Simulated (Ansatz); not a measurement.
# Zincblende alloy of GaAs and GaBi (6 of 32 As sites exchanged), 64 atoms

Ansatz, PAW, plane waves. PBEsol relaxation of volume and atoms (shape held) at the single k point (¼, ¼, ¼) without its symmetry partners; single points on the relaxed atoms at the single k point (¼, ¼, ¼) without its symmetry partners, onto which points of the small cell's zone fold. Arrangement: random. No spin–orbit coupling unless named.

Relaxed structure:

```cif
data_structure
_symmetry_space_group_name_H-M 'P 1'
_symmetry_Int_Tables_number 1
_cell_length_a 11.5637
_cell_length_b 11.5637
_cell_length_c 11.5637
_cell_angle_alpha 90.000
_cell_angle_beta 90.000
_cell_angle_gamma 90.000
_cell_volume 1546.29
loop_
_atom_site_label
_atom_site_type_symbol
_atom_site_fract_x
_atom_site_fract_y
_atom_site_fract_z
_atom_site_occupancy
Ga1 Ga 0.99865 0.99955 0.00067 1
Ga2 Ga 0.01935 0.00248 0.49901 1
Ga3 Ga 0.99045 0.49345 0.98992 1
Ga4 Ga 0.99841 0.50018 0.50199 1
Ga5 Ga 0.49931 0.98122 0.00170 1
Ga6 Ga 0.49873 0.99867 0.50250 1
Ga7 Ga 0.50949 0.50993 0.99107 1
Ga8 Ga 0.49878 0.50336 0.50216 1
Ga9 Ga 0.23167 0.24996 0.99774 1
Ga10 Ga 0.25014 0.24971 0.50428 1
Ga11 Ga 0.25882 0.75735 0.99162 1
Ga12 Ga 0.25224 0.74888 0.50081 1
Ga13 Ga 0.75904 0.26002 0.99141 1
Ga14 Ga 0.74344 0.26021 0.50948 1
Ga15 Ga 0.75284 0.74812 0.99942 1
Ga16 Ga 0.73900 0.73920 0.49345 1
Ga17 Ga 0.25171 0.00038 0.24899 1
Ga18 Ga 0.24171 0.99136 0.73974 1
Ga19 Ga 0.25041 0.50219 0.27169 1
Ga20 Ga 0.25134 0.49953 0.74898 1
Ga21 Ga 0.74865 0.97940 0.25025 1
Ga22 Ga 0.74149 0.00956 0.75865 1
Ga23 Ga 0.75017 0.50037 0.24872 1
Ga24 Ga 0.75239 0.50467 0.74671 1
Ga25 Ga 0.00632 0.25988 0.24168 1
Ga26 Ga 0.99911 0.24897 0.74611 1
Ga27 Ga 0.99259 0.75716 0.25821 1
Ga28 Ga 0.00773 0.73965 0.75907 1
Ga29 Ga 0.50140 0.24863 0.27119 1
Ga30 Ga 0.50583 0.26193 0.74339 1
Ga31 Ga 0.49743 0.74618 0.25003 1
Ga32 Ga 0.50150 0.75049 0.74593 1
As1 As 0.12199 0.12305 0.12545 1
As2 As 0.12748 0.12744 0.62644 1
As3 As 0.12762 0.62275 0.62494 1
As4 As 0.62177 0.12892 0.62587 1
As5 As 0.62742 0.62753 0.12520 1
As6 As 0.62253 0.62277 0.62520 1
As7 As 0.37502 0.37854 0.62235 1
As8 As 0.37434 0.87042 0.12850 1
As9 As 0.37445 0.87252 0.62342 1
As10 As 0.87486 0.37870 0.12262 1
As11 As 0.87534 0.37796 0.62753 1
As12 As 0.87555 0.87143 0.12255 1
As13 As 0.37183 0.12212 0.38182 1
As14 As 0.37799 0.62777 0.38101 1
As15 As 0.37827 0.62808 0.86904 1
As16 As 0.87790 0.12765 0.87433 1
As17 As 0.87233 0.62296 0.37564 1
As18 As 0.87282 0.62313 0.87422 1
As19 As 0.12375 0.37396 0.38197 1
As20 As 0.11915 0.37538 0.86847 1
As21 As 0.13134 0.87388 0.37439 1
As22 As 0.12488 0.87535 0.87440 1
As23 As 0.62511 0.38201 0.38083 1
As24 As 0.63128 0.38211 0.86951 1
As25 As 0.61830 0.86839 0.37577 1
As26 As 0.62587 0.86978 0.87496 1
Bi1 Bi 0.12392 0.62524 0.12442 1
Bi2 Bi 0.62747 0.12469 0.12478 1
Bi3 Bi 0.37589 0.37667 0.12704 1
Bi4 Bi 0.87517 0.87352 0.62581 1
Bi5 Bi 0.37382 0.12247 0.87144 1
Bi6 Bi 0.87427 0.12706 0.37390 1
```

Problem. What are the mean bond lengths by pair (pairs within 1.2 times the sum of covalent radii, less contacts 15 % beyond the pair's median; cation–cation pairs of compounds aside; long ionic contacts are cut short by that bound)?

Solution. As–Ga 2.471 ± 0.022 Å (standard deviation, 104 bonds); Bi–Ga 2.661 ± 0.016 Å (standard deviation, 24 bonds).

Problem. What gap lies between the top filled and the lowest empty level in the single points?

Solution. r²SCAN 1.04 eV (5.3 s on NVIDIA GB200). Away from Γ this isn't the crystal's band gap.
